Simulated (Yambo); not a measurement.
G0W0@LDA for CsCaH3 (cubic perovskite, space group Pm-3m, No. 221) in Yambo. Reference settings: 4×4×4 Γ-centred k mesh, 175 bands and a 8 Ry block in the screening, 175 bands in G with the Bruneval-Gonze terminator, plasmon pole fitted at 27.2 eV. The LDA gap M → M on this mesh is 2.81 eV; G0W0 gaps are taken between the same points.

Gap (M → M) in eV against the number of bands and the screening block, terminator on:

```json
[
 {"bands (W and G)": "33", "2 Ry": "5.202", "3 Ry": "5.200", "5 Ry": "5.237", "6 Ry": "5.247", "8 Ry": "5.257"},
 {"bands (W and G)": "60", "2 Ry": "5.091", "3 Ry": "5.157", "5 Ry": "5.238", "6 Ry": "5.256", "8 Ry": "5.276"},
 {"bands (W and G)": "93", "2 Ry": "5.060", "3 Ry": "5.141", "5 Ry": "5.249", "6 Ry": "5.278", "8 Ry": "5.308"},
 {"bands (W and G)": "133", "2 Ry": "5.051", "3 Ry": "5.130", "5 Ry": "5.250", "6 Ry": "5.283", "8 Ry": "5.321"},
 {"bands (W and G)": "175", "2 Ry": "5.048", "3 Ry": "5.123", "5 Ry": "5.248", "6 Ry": "5.285", "8 Ry": "5.331"}
]
```

Rough cost of the Yambo step against the reference (shared machines):

```tsv
bands (W and G)	2 Ry	3 Ry	5 Ry	6 Ry	8 Ry
33	1/10	1/9	1/7	1/7	1/5
60	1/5	1/5	1/4	1/4	1/3
93	1/3	1/3	1/3	1/2	~1
133	1/2	1/2	~1	~1	~1
175	~1	~1	~1	~1	1
```

At the largest block the last step in bands moves the gap by 0.010 eV; at the most bands the last step in the block moves it by 0.046 eV.

The cell is held in this high symmetry; tilts and polar distortions were not searched.

Geometry of the Materials Project entry, not relaxed at this level; primitive cell a = 4.621 Å, b = 4.621 Å, c = 4.621 Å, α = 90.00°, β = 90.00°, γ = 90.00°.

The structure is a Materials Project entry; no match was found in the copy of COD used, and its stability was not checked.
